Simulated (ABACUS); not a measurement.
Band structure of WS2 (R3m, 3 atoms in the cell; from Materials Project mp-9813, lattice scaled a little).

```xyz
3
Lattice="1.5920 0.9191 6.4879 -1.5920 0.9191 6.4879 0.0000 -1.8382 6.4879" Properties=species:S:1:pos:R:3 pbc="T T T"
W      0.0000     0.0000     0.0130
S      0.0000     0.0000     8.0601
S      0.0000     0.0000     4.9422
```

Level of theory: ABACUS with LDA (PW92), numerical atomic orbitals TZDP (confined pseudo-atomic orbitals with Gaussian additions; energy shift 0.01 Ry), PseudoDojo 0.4 standard norm-conserving LDA (tails mended) pseudopotentials.

Settings: basis = TZDP numerical atomic orbitals, energy shift 0.01 Ry; KPT = Gamma 12 12 12 0 0 0; basis_type = lcao; dft_functional = PWLDA; ecutwfc = 100 Ry; smearing_method = fd; smearing_sigma = 0.00146997 Ry; potentials = PseudoDojo 0.4 standard norm-conserving LDA (tails mended); symmetry = 1; ks_solver = genelpa; scf_nmax = 100; scf_thr = 1.0e-07; mixing_type = pulay; mixing_beta = 0.7.

Spin-orbit coupling is left out, which matters for bands and gaps with elements this heavy. The atom-centred basis is finite, which shifts total energies, pressures, gaps and forces against plane waves. The structure comes from a collection of computed structures, made at another level of theory; the collection holds predicted forms beside known ones. Its lattice was then scaled.

Question: Predict the gap along the standard path and the places of the band edges.

Answer: The gap along the path is 1.21 eV, from Z to a point between Γ and X|Q; the smallest direct gap on it is 1.79 eV.

Points are given in units of this cell's reciprocal vectors. Levels in eV from the top of the valence band on the SCF mesh, bands 10 to 14:
| point | 10 | 11 | 12 | 13 | 14 |
|---|---|---|---|---|---|
| Γ (0 0 0) | -2.22 | -2.22 | -1.69 | -0.96 | 2.32 |
| L (0.5 0 0) | -4.02 | -2.44 | -1.77 | -1.53 | 2.26 |
| Z (0.5 0.5 0.5) | -3.38 | -2.21 | -2.21 | 0.00 | 2.37 |
| F (0.5 0.5 0) | -3.98 | -2.84 | -1.86 | -1.40 | 2.23 |
| P1 (0.66 0.66 0.18) | -3.99 | -2.75 | -1.85 | -1.42 | 2.23 |
| P (0.82 0.34 0.34) | -3.99 | -2.75 | -1.85 | -1.42 | 2.23 |

Higher empty bands are left out: an atom-centred basis made for the valence describes them poorly.

The atomic orbitals were generated for these runs; they are not ABACUS's published sets and were checked against plane waves on a few crystals only.

“Tails mended”: in these copies of the files the far tail of each local potential was reset to the Coulomb form.
